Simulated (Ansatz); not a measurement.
PtS₂:
```
PtS2
1.0
    3.57662     0.00000     0.00000
   -1.78831     3.09744     0.00000
    0.00000     0.00000     6.48823
Pt S
1 2
Cartesian
  0.00000   0.00000   0.00000
  0.00000   2.06496   1.22761
  1.78831   1.03248   5.26062
```

Relaxed with PBE. Special points in fractions of this cell's reciprocal vectors: Γ (0.000, 0.000, 0.000); M (0.500, 0.000, 0.000); K (0.333, 0.333, 0.000); A (0.000, 0.000, 0.500); L (0.500, 0.000, 0.500); H (0.333, 0.333, 0.500).

Q: List the band energies nearest the valence-band maximum at these points for PBE in the plane-wave PAW code Ansatz.

A: In eV from the valence-band maximum; about four levels below and three above (degenerate sets whole), none deeper than 8.9 eV; points with the same levels are listed once.

```csv
k,below,above
Γ,-1.04 -0.43 -0.42 -0.42,3.04 3.04 5.29
M,-2.23 -2.16 -1.78 -1.64,2.57 2.88 5.50
K,-2.59 -2.31 -0.82 -0.82,1.89 1.89 6.43
A,-1.13 -0.78 -0.43 -0.43,3.07 3.07 5.84
L,-2.26 -2.14 -1.84 -1.36,2.69 2.80 5.32
H,-2.58 -2.40 -0.89 -0.89,2.14 2.14 6.99
```

Space group P-3m1 (CdI2 type). Symmetry was held in the PBE relaxation. No spin polarisation was allowed. The volume lies over 15 % above that of the usual cell of this phase: another minimum, or an error of the functional. A crystal of weakly bound layers computed without a dispersion correction: the cell and the soft elastic constants depend strongly on that. Spin–orbit coupling is left out wherever it is not named.

Potentials: the later of the program's two PAW sets.
